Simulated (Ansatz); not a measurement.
PtS2:
```xyz
3
Lattice="3.5273 0.0000 0.0000 -1.7637 3.0547 0.0000 0.0000 0.0000 31.0000" Properties=species:S:1:pos:R:3 pbc="T T F"
S      1.7637     1.0182    16.7439
Pt     0.0000     0.0000    15.5000
S      0.0000     2.0365    14.2561
```
Free-standing layer in the xy plane with vacuum along z and no interaction between images.

In-plane strain on the r²SCAN+D4-relaxed layer, atoms relaxed; DFT-r²SCAN+D4 in the program Ansatz with PAW potentials. Band edges on the k-mesh, from the upper vacuum level. Strained cells keep their symmetry and size, so buckling under compression is not allowed; words on stability below refer to the unstrained layer.

| strain x / y (%) | ΔE (meV/atom) | tension xx (N/m) | tension yy (N/m) | thickness (Å) | VBM (eV) | CBM (eV) |
|---|---|---|---|---|---|---|
| -4 / -4 | 46.3 | -5.47 | -5.47 | 2.65 | -6.45 | -4.57 |
| -2 / -2 | 11.3 | -2.61 | -2.61 | 2.57 | -6.61 | -4.54 |
| -1 / 0 | 1.1 | -0.98 | -0.27 | 2.51 | -6.64 | -4.57 |
| 0 / 0 | 0.0 | 0.00 | 0.00 | 2.49 | -6.66 | -4.58 |
| 1 / 0 | 1.1 | 0.96 | 0.26 | 2.47 | -6.65 | -4.62 |
| 2 / 2 | 10.8 | 2.33 | 2.33 | 2.41 | -6.64 | -4.70 |
| 4 / 4 | 42.0 | 4.37 | 4.37 | 2.34 | -6.59 | -4.81 |

Space group P-3m1 (1T). A layer that has been made, often on a substrate. Symmetry was held in the r²SCAN+D4 relaxation; whether a distortion lowers the energy is not shown. The run is not spin-polarised. Spin–orbit coupling is left out wherever it is not named.

Potentials: the later of the program's two PAW sets.

Edges and masses are those of Kohn–Sham bands, whose gap is no quasiparticle gap.
